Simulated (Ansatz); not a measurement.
The relaxed structure here is a generated cell of Be: the first start was made by placing the elements on the sites of a structure type, and the end was not matched to a known phase here, so it may be hypothetical. Known forms of Be include space group No. 194.

A relaxed cell of Be (Pm-3m (No. 221)), relaxed on a k-mesh at least as fine as the one used below. The numbers are results of PBEsol (plane waves to 420 eV, PAW, scalar-relativistic; Ansatz, a quantum-chemistry and plane-wave program), not measurements. Γ-centred k-mesh 15×15×15 on the run's cell (coarser than for final values), Fermi–Dirac smearing 0.05 eV.

```
CELL_PARAMETERS angstrom
      4.33264     0.00000     0.00000
      2.16632     2.16632     0.00000
      0.00000     0.00000     2.16632
ATOMIC_POSITIONS crystal
  Be 0.00000 0.00000 0.00000
  Be 0.50000 0.00000 0.00000
```

The atoms are displaced along an unstable phonon of this cell by (Å):

```json
[
 {"atom": "Be1", "ux": "0.000", "uy": "0.000", "uz": "0.150"},
 {"atom": "Be2", "ux": "0.000", "uy": "0.000", "uz": "-0.150"}
]
```

### Question
What forces (eV/Å) and pressure result?

### Answer
```json
[
 {"atom": "Be1", "Fx": "0.00", "Fy": "0.00", "Fz": "1.45"},
 {"atom": "Be2", "Fx": "0.00", "Fy": "0.00", "Fz": "-1.45"}
]
```

Pressure -2.8 GPa.

### Question
Estimate the energy cost of the displacement in the harmonic approximation and compare with the calculation.

### Answer
For a harmonic well ΔE = −½ Σ F·u = -0.218 eV a cell, or -109 meV/atom. The calculated energy relative to the undisplaced cell is -0.12 eV/atom, so the harmonic estimate holds well.

The undisplaced cell is probably no minimum: from this displacement the run went on to Im-3m (No. 229), 0.92 eV/atom below it.

No spin polarisation in the result.
